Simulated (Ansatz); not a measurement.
Data:

BC₅:
Space group P3m1 (No. 156); a = 2.5376 Å, b = 2.5376 Å, c = 6.3636 Å, α = 90.00°, β = 90.00°, γ = 120.00°

```tsv
atom	site	symmetry	x	y	z
B	1a	3m.	0.0000	0.0000	0.0036
C	1b	3m.	0.3333	0.6667	0.1112
C	1b	3m.	0.3333	0.6667	0.3464
C	1c	3m.	0.6667	0.3333	0.4288
C	1c	3m.	0.6667	0.3333	0.6719
C	1a	3m.	0.0000	0.0000	0.7504
```

This is the PBEsol-relaxed structure.

### Question
All from PBEsol (plane waves, PAW; program Ansatz), unless another level is named. Predict the electronic character.

### Answer
metallic (no gap).

### Question
Predict the formation energy from the elements (no fitted shifts).

### Answer
0.17 eV/atom.

### Question
Next, the density of states at the Fermi level?

### Answer
0.13 states/eV per atom (mean over ±0.08 eV).

The start of the workflow was typed in or built on a structure type; the Crystallography Open Database copy checked does not list it. Whether it is the stable phase at ambient conditions was not checked. The PBEsol relaxation kept the symmetry of its start; whether a distortion lowers the energy is not shown. Its formation energy is positive at this level, so the cell may be metastable or incomplete. The references are the lowest solids computed at this level, not always the standard phases.

Potentials: the later of the program's two PAW sets.
